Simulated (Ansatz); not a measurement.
CaClF (space group P4/nmm)

```
CELL_PARAMETERS angstrom
      3.78050     0.00000     0.00000
      0.00000     3.78050     0.00000
      0.00000     0.00000     6.63536
ATOMIC_POSITIONS crystal
  Ca 0.00000 0.50000 0.80365
  Ca 0.50000 0.00000 0.19635
  Cl 0.50000 0.00000 0.64269
  Cl 0.00000 0.50000 0.35731
  F  0.50000 0.50000 0.00000
  F  0.00000 0.00000 0.00000
```

The slice is a (0 -1 1) plane (indices of the conventional cell) through the point (0.500, 0.000, 0.196) (fractional), spanned by u = [100] and v = [011] in vectors of this cell: u (3.78 Å) and v (7.64 Å, at 90° to u). It covers one period; positions are fractions (u, v).

The numbers are results of LDA (plane waves to 420 eV, PAW, scalar-relativistic; Ansatz, a quantum-chemistry and plane-wave program), not measurements. k mesh 9×9×5. Inside the PAW spheres the values are not all-electron values, and peaks at nuclei hang on which shells count as valence. CaClF was relaxed with its symmetry unable to fall.

Task: Sketch the electron localisation function (ELF) on this plane as a map.

Result: 
```
|xxxx@@##    ::--::    ##@@xx|
|@@@@%%--  --**##**--  --%%@@|
|%%##--  ..**%%%%%%**..  --##|
|..      --##@@@@@@##--      |
|        ::##%%@@%%##::      |
|--::    ..==##%%##==..    ::|
|====..    ....::....    ..==|
|==--..                  ..--|
|::::      --**##**--      ::|
|        --%%@@@@@@%%--      |
|        **@@xxxxxx@@**      |
|      ..##@@xxxxxx@@##..    |
|        **@@@@xx@@@@**      |
|        ::##@@@@@@##::      |
|          ::==++==::        |
|....                      ..|
|::..                      ..|
|::::      ..--==--..      ::|
|::..    ..--**##**--..    ..|
|....    ::++##%%##++::    ..|
|..      ::**%%%%%%**::      |
|      ..--**%%%%%%**--..    |
|        ::**##%%##**::      |
|::..    ..--++**++--..    ..|
|%%%%++      ::--::      ++%%|
|@@@@@@++              ++@@@@|
|xxxx@@%%..          ..%%@@xx|
|xxxx@@%%..          ..%%@@xx|
```
Scale: ten equal steps from 0.02 (start of ' ') to 0.87 (end of '@'), in the order ' .:-=+*#%@'. Values: electron localisation function (ELF). The map has 14 points along u (two characters each, u = 0 at the left) and 28 along v (v = 0 in the bottom row). Points within 0.5 Å of a nucleus are blanked (x), as the pseudised field means little there.
